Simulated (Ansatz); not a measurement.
BaTiO₃:
```
CELL_PARAMETERS angstrom
      4.01928     0.00000     0.00000
      0.00000     4.01928     0.00000
      0.00000     0.00000     4.01928
ATOMIC_POSITIONS crystal
  Ba 0.50000 0.50000 0.50000
  Ti 0.00000 0.00000 0.00000
  O  0.50000 0.00000 0.00000
  O  0.00000 0.50000 0.00000
  O  0.00000 0.00000 0.50000
```

Relaxed with PBE. Special points in fractions of this cell's reciprocal vectors: Γ (0.000, 0.000, 0.000); X (0.000, 0.500, 0.000); M (0.500, 0.500, 0.000); R (0.500, 0.500, 0.500).

### Question
List the band energies nearest the valence-band maximum at these points for DFT-PBE in the program Ansatz with PAW potentials.

### Answer
In eV from the valence-band maximum; about four levels below and three above (degenerate sets whole), none deeper than 8.9 eV; points with the same levels are listed once.

```tsv
k	below	above
Γ	-1.09 -1.09 -1.09 -0.12 -0.12 -0.12	1.78 1.78 1.78
X	-1.79 -1.79 -0.67 -0.67	1.91 3.47 3.47
M	-1.69 -0.84 -0.84 -0.05	3.49 3.49 3.90
R	-2.34 -2.34 -2.34 0.00 0.00 0.00	4.13 4.13 4.13
```

Space group Pm-3m (cubic perovskite). This is a known high-temperature phase of the composition, computed here at zero pressure and temperature. Symmetry was held in the PBE relaxation. At this level the phase is dynamically unstable (imaginary phonons). No spin polarisation was allowed. Scalar-relativistic: spin–orbit coupling is off unless named, which matters more the heavier the elements.

Potentials: the later of the program's two PAW sets.
